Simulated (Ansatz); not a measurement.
Mg, one cell by several methods

```
Mg
1.0
     3.20927   -0.03209   -0.03209
    -1.63243    2.79536   -0.01175
    -0.05210   -0.05210    5.21033
Mg
2
Direct
  0.33333 0.66667 0.25000
  0.66667 0.33333 0.75000
```

Atom numbers follow the list: Mg1, Mg2.

The conventional cell has a = 3.182 Å, b = 3.210 Å, c = 5.211 Å, α = 88.86°, β = 88.43°, γ = 60.86°. Mg (atom 1) is surrounded by 12 Mg at 3.15 to 3.24 Å.

The cell is COD entry 9008506, as deposited and not checked against the literature; nothing was relaxed. The listed cell was then made from it by scaling, straining or moving an atom.

Methods: DFT, PBEsol, PAW with Ansatz's default frozen-core files, scalar-relativistic (Ansatz 0.2.0); DFT, PBEsol, all-electron PAW with datasets made for the crystal, scalar-relativistic (Ansatz 0.2.0); DFT, PBEsol, all-electron LAPW, scalar-relativistic (Ansatz 0.2.0).

For PAW: a Γ-centred 12×12×7 k mesh, Fermi–Dirac smearing of 0.08 eV, cutoff 420 eV, no spin polarisation; the PAW files were made with PBE, and the program remakes their frozen cores for this functional. The crystal-made all-electron datasets (AE datasets) take a cutoff of 100 eV at this cell. LAPW targets a basis error of 0.5 meV/atom. The Ansatz runs share mesh, smearing and spin set-up. Plane-wave (PAW) pressures include the program's estimate of the Pulay term.

Stress and pressure are positive in compression.

The change that made this cell: equal xy, yz and zx engineering shear strains of -2 %.

```tsv
quantity	PAW	AE datasets	LAPW
pressure (GPa)	-1.07	-1.09	-1.09
stress xx (GPa)	-0.84	-0.86	-0.86
stress zz (GPa)	-1.52	-1.54	-1.54
stress yz (GPa)	0.35	0.35	0.35
stress xz (GPa)	0.36	0.36	0.36
stress xy (GPa)	0.33	0.33	0.33
force on Mg1, x (eV/Å)	0.019	0.019	0.019
```
